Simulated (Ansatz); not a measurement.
# Notes on LuBeBr

```xyz
6
Lattice="3.7837 0.0000 0.0000 0.0000 3.7837 0.0000 0.0000 0.0000 8.3963" Properties=species:S:1:pos:R:3 pbc="T T T"
Lu    2.8378    2.8378    3.0835
Lu    0.9459    0.9459    5.3129
Br    0.9459    0.9459    1.4425
Br    2.8378    2.8378    6.9538
Be    2.8378    0.9459    4.1982
Be    0.9459    2.8378    4.1982
```

The numbers come from plane-wave PAW DFT (Ansatz): PBE, no spin polarisation, 420 eV, 7×7×3 Γ-centred k points, gaussian occupations (width 0.0108 eV). Nothing was relaxed.

Stress: The pressure is 21.8 GPa (compression positive), so with the atoms held at these fractions the cell would first expand; the forces are large, so a full relaxation may end otherwise. The principal stresses 20.1, 20.1, 25.3 GPa differ, so its shape would change too.
At the Fermi level: It is a metal, with about 4.9 states/eV a cell as the mean within 0.25 eV of the Fermi level, mostly Lu d (67 %) and Br p (16 %).
Formation energy: 0.73 eV an atom against the elements' usual phases (free molecules for gases, crystals otherwise, with no correction for O₂ or N₂), so at this geometry it isn't bound against them. Relaxing would lower it.
Charges: Bader charges in e: Lu +0.78, Be -0.14, Br -0.63. In the mean Lu gives up most and Br takes most.
Forces: The largest is on Lu1 (and as large on other atoms): 8.24 eV/Å, components (0.00, 0.00, -8.24). It makes 121° with the line to a nearest neighbour, Be5 at 2.20 Å.

Origin: a known structure type with other elements, at an estimated volume, so it need not be a known compound. Caveats: many states at the Fermi level without spin polarisation, so a magnetic state may lie lower; atoms or cell far from equilibrium.
